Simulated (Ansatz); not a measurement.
SiO₂ (P4_12_12), relaxed with r²SCAN (Ansatz, an electronic-structure program, plane waves, PAW): a = 4.984 Å, b = 4.984 Å, c = 6.924 Å, α = 90.00°, β = 90.00°, γ = 90.00°.

- gap (eV): 6.34
- ΔH_f (eV/atom): -2.99
- B₀ by P(V) fit (GPa): 15.0
- K_Hill (GPa): 14.8
- G_Hill (GPa): 42.6
- ε∞: 2.20
- ε0: 3.92
- highest Γ mode, no LO–TO term (cm⁻¹): 1199
- electron conductivity mass (mₑ): 0.53
- Θ_D (K): 561

Q: The same phase is relaxed and computed with PBEsol in the same code. What are the cell and these values now?

A: a = 5.0297 Å, b = 5.0297 Å, c = 7.0115 Å, α = 90.00°, β = 90.00°, γ = 90.00°.

gap (eV): 5.57
ΔH_f (eV/atom): -2.81
B₀ by P(V) fit (GPa): 13.1
K_Hill (GPa): 13.3
G_Hill (GPa): 39.7
ε∞: 2.27
ε0: 4.07
highest Γ mode, no LO–TO term (cm⁻¹): 1176
electron conductivity mass (mₑ): 0.54
Θ_D (K): 544

All cells were relaxed under the symmetry of their starts (and spin orders); stability against distortions was not tested throughout.

Potentials: the later of the program's two PAW sets.

Ansatz is a plane-wave DFT program.

Formation energies count from the lowest solids of the elements computed at the same level, not from gases.
